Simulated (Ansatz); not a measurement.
This guess for Si₃Ge₂ is about to be relaxed.

```
CELL_PARAMETERS angstrom
2.74557 0.00000 0.00000
-1.37278 2.37773 0.00000
0.00000 0.00000 12.89124
ATOMIC_POSITIONS crystal
Si 0.00000 0.00000 0.80000
Si 0.00000 0.00000 0.00000
Si 0.00000 0.00000 0.20000
Ge 0.00000 0.00000 0.40000
Ge 0.00000 0.00000 0.60000
```

The calculation used Ansatz, DFT PBE, scalar-relativistic, plane waves, PAW. Cutoff 420 eV, Gaussian smearing, Γ-centred meshes. Cell and atoms relax first on a coarse mesh and then on a finer one. In between, the cell is made exact in the group found at 0.06 Å. In metals the finer mesh still leaves noise of several meV/atom or more. The steps can't lower the symmetry of their start. No spin polarisation.

A guess keeps its type if space group and coordination stay and the shape of the cell changes little (axis ratios within about 15 %, angles within 6°); the volume may change.

Question: Does it keep its structure type, or change into something else?

Answer: It keeps its type. The symmetry stays P6/mmm (No. 191). The volume per atom stays near 16.8 Å³. The shortest distance goes from 2.58 Å (Si–Ge, Ge–Ge and Si–Si) to 2.45 Å (Si–Si). The ratio c/a of the conventional cell changes by a factor of 0.99. Counting neighbours within 15 % of an atom's shortest distance, the start has Ge 8, Si 8 and the end Ge 8, Si 8.

The last run used an 18×18×4 mesh (in the run's order of axes) for its 5-atom cell and Gaussian smearing of 0.10 eV. Symmetry constrained the relaxation, so the result can be a saddle point.
